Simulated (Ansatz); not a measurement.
Space group Im-3m (No. 229). a = 5.694 Å, b = 5.694 Å, c = 5.694 Å, α = 90.00°, β = 90.00°, γ = 90.00°
```tsv
atom	site	symmetry	x	y	z
Fe	2a	m-3m	0.0000	0.0000	0.0000
Fe	8c	.-3m	0.2500	0.2500	0.7500
Co	6b	4/mm.m	0.5000	0.0000	0.0000
```

Equation of state of this Fe₅Co₃ structure (not necessarily the ground state), with shape and atoms relaxed at each volume where symmetry leaves them free. It has no gap at any of these volumes. Level of theory: DFT PBE, scalar-relativistic, plane waves, PAW in Ansatz 0.2.0.

Plane waves to 420 eV, a k mesh through Γ of 10×10×10 on the computed 8-atom cell and Gaussian smearing (0.10 eV); collinear spin.

| V (Å³/atom) | E − E(largest V) (meV/atom) | P (GPa) |
| --- | --- | --- |
| 10.154 | 71.23 | 33.46 |
| 10.500 | 10.05 | 23.11 |
| 10.847 | -30.20 | 14.19 |
| 11.193 | -52.46 | 6.52 |
| 11.539 | -59.33 | 0.00 |
| 11.885 | -53.26 | -5.46 |
| 12.231 | -36.38 | -10.04 |
| 12.693 | 0.00 | -15.02 |

Q: Fit a third-order Birch–Murnaghan equation to E(V).

A: V0 = 11.54 Å³/atom, B0 = 198 GPa, B0' = 4.5.

Only parallel moments were tried here.

Cost: 8 runs of about 26 core-minutes in all, on AMD EPYC (Zen 3) (shared hosts).